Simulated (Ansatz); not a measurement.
Here is an unrelaxed guess for Ta₃AlN₄.

```
Ta Al N
1.0
     3.35731    0.00000    0.00000
     0.00000    3.35731    0.00000
     0.00000    0.00000    9.49590
Ta Al N
3 1 4
Direct
  0.00000 0.00000 0.75000
  0.50000 0.50000 0.00000
  0.00000 0.00000 0.25000
  0.50000 0.50000 0.50000
  0.00000 0.00000 0.00000
  0.50000 0.50000 0.25000
  0.00000 0.00000 0.50000
  0.50000 0.50000 0.75000
```

All numbers below come from DFT PBE, scalar-relativistic, plane waves, PAW in Ansatz 0.2.0. Plane waves to 420 eV, a k mesh through Γ of 6×6×2 on the computed 8-atom cell and Gaussian smearing (0.10 eV); no spin polarisation.

Formation energies are uncorrected and refer to the elements' standard structures at the same level (N₂ as a molecule).

Q: What does a single point on this coarse mesh give?

A: The pressure is -41.6 GPa (the mean over three directions, positive in compression), the largest force is 0.89 eV/Å, and the energy is −0.30 eV/atom against the elements. The shortest distance is 2.37 Å.

Q: How much does it gain on relaxing, and where does it end?

A: Relaxing gains about 0.55 eV/atom (the start's value is from the coarse mesh, so the gain is rough) in 15 ionic steps and ends at −0.84 eV/atom on the finer mesh. The symmetry stays P4/mmm (No. 123). The volume per atom shrinks by 22.4 %, from 13.4 to 10.4 Å³. The shortest distance goes from 2.37 Å (Al–N and Ta–N) to 2.00 Å (Al–N). Conventional cell: a = 3.081 Å, c = 8.745 Å. Ta on a site of symmetry 4mm has 6 N at 2.14–2.24 Å, 8 Ta at 3.05–3.08 Å and 4 Al at 3.12 Å; Al is surrounded by 2 N at 2.00 Å, 4 N at 2.18 Å, 4 Al at 3.08 Å and 8 Ta at 3.12 Å; N on a site of symmetry 4/mmm is surrounded by 6 Ta at 2.14–2.18 Å; 3 more sites not described.

The last run used a 12×12×4 mesh (in the run's order of axes) for its 8-atom cell and Gaussian smearing of 0.10 eV. Spin–orbit coupling, which can matter for Ta, is left out. The relaxation can't lower the symmetry of the start. Symmetry constrained the relaxation, so the result can be a saddle point. Another cell of Ta3AlN4 relaxed alike, in Pmmm, lies 22 meV/atom lower, so this cell isn't the stable form at this level.
